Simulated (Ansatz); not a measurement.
# Sb: stiffness from a series of strains

```xyz
2
Lattice="2.1506 1.2416 3.7440 -2.1506 1.2416 3.7440 0.0000 -2.4833 3.7440" Properties=species:S:1:pos:R:3 pbc="T T T"
Sb    0.0000    0.0000    2.6242
Sb    0.0000    0.0000    8.6078
```

Atoms are numbered in the order listed.

Conventional cell: a = 4.301 Å, b = 4.301 Å, c = 11.232 Å, α = 90.00°, β = 90.00°, γ = 120.00°. Sb (atom 1) is surrounded by 3 Sb at 2.90 Å.

The structure is an experimental refinement, used without relaxation.

Spin–orbit coupling is left out, though it moves levels of the heavy atoms by tenths of an eV or more.

Computed with Ansatz 0.2.0, DFT, PBEsol, all-electron LAPW, scalar-relativistic.

Sampling and basis: a Γ-centred 9×9×9 k mesh, Fermi–Dirac smearing of 0.05 eV, basis error target 0.5 meV/atom, no spin polarisation.

The strain is applied along the Cartesian axes of the cell as listed (the other components stay zero). Fractional coordinates are held (clamped ions).

σ is the change of stress from the unstrained cell, which is at 0.43 GPa; tension is positive, so slopes are stress–strain coefficients at that pressure. In a metal the k mesh adds noise.

Only quantities that a quadratic follows smoothly over the whole series are listed; rougher ones are left out.

```
εxx = εyy  σzz (GPa)  σxx (GPa)
  -0.0300      -3.17      -4.87
  -0.0200      -1.96      -3.12
   0.0000       0.00       0.00
   0.0100       0.78       1.41
   0.0200       1.47       2.71
   0.0300       2.07       3.89
```

Question: Fit the series and read off the stiffness at zero strain.

Answer: Least-squares fits y = p0 + p1 x + p2 x² to the rows give σzz (GPa): p1 = 86.8, p2 = -600; σxx (GPa): p1 = 146, p2 = -550. So C13 + C23 = 87 GPa and C11 + C12 = 146 GPa, for these axes.

Question: One run, at εxx = εyy = -0.0100, is withheld. Predict its row.

Answer: The fits give -0.94, -1.51; the run gave -0.90, -1.52.
